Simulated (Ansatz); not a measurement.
Level of theory: Ansatz 0.2.0, DFT PBE, scalar-relativistic, plane waves, PAW. All cells share a 420 eV cutoff and Γ-centred k meshes spaced about 0.3 Å⁻¹ or finer (0.25 for metals, 2π included). No spin polarisation.

Relaxed structures of Mg3Sn3N, with energies over the first row. Coordination counts Mg or Sn atoms around N (for each partner element, those within 1.25 times its shortest distance or 1.15 times the sum of covalent radii, where it is the nearest in units of that sum or under 1.3).

```json
{"#": "1", "form": "P3m1", "sites": "Mg 1c, 1b, 1c; Sn 1a, 1a, 1b; N 1a", "V (Å³/atom)": "20.9", "coordination": "N 6", "ΔE (meV/atom)": "0"}
{"#": "2", "form": "P4/mmm", "sites": "Mg 2h, 1a; Sn 2g, 1d; N 1c", "V (Å³/atom)": "21.2", "coordination": "N 6", "ΔE (meV/atom)": "89"}
{"#": "3", "form": "P6_3/mcm", "sites": "Mg 6g; Sn 6g; N 2b", "V (Å³/atom)": "23.3", "coordination": "N 6", "ΔE (meV/atom)": "118"}
```

A further structure, relaxed alike:

```
CELL_PARAMETERS angstrom
3.30377 0.00000 0.00000
-1.65188 2.86115 0.00000
0.00000 0.00000 15.76664
ATOMIC_POSITIONS crystal
Mg 0.33333 0.66667 0.06276
Mg 0.66667 0.33333 0.93197
Mg 0.33333 0.66667 0.75924
Sn 0.66667 0.33333 0.41435
Sn 0.00000 0.00000 0.59549
Sn 0.00000 0.00000 0.23710
N 0.00000 0.00000 0.99909
```

Q: Where does it fall in the ranking, and at what energy?

A: It falls between rows 1 and 2, 42 meV/atom above row 1, with space group P3m1 (No. 156) and 21.3 Å³/atom. Counting Mg or Sn atoms around N, this cell and row 1 both have N 6. Around Mg on its first site lie 3 N at 2.16 Å, 3 Mg at 2.81 Å, 6 Mg at 3.30 Å and 3 Sn at 3.35 Å; Mg on its second site is surrounded by 3 N at 2.18 Å, 3 Mg at 2.81 Å and 9 Mg at 3.30–3.32 Å; around Sn on its first site lie 12 Sn at 3.30–3.43 Å; around N lie 6 Mg at 2.16–2.18 Å, 6 N at 3.30 Å and 1 Sn at 3.75 Å; 3 more sites not described.

For metals, differences of a few meV/atom aren't resolved. With atoms moved at random, row 1 (by 41 meV/atom), row 2 (by 27 meV/atom) and the further cell (by 31 meV/atom) fell into a lower structure. Row 3 had no clear such test and can be a saddle point.
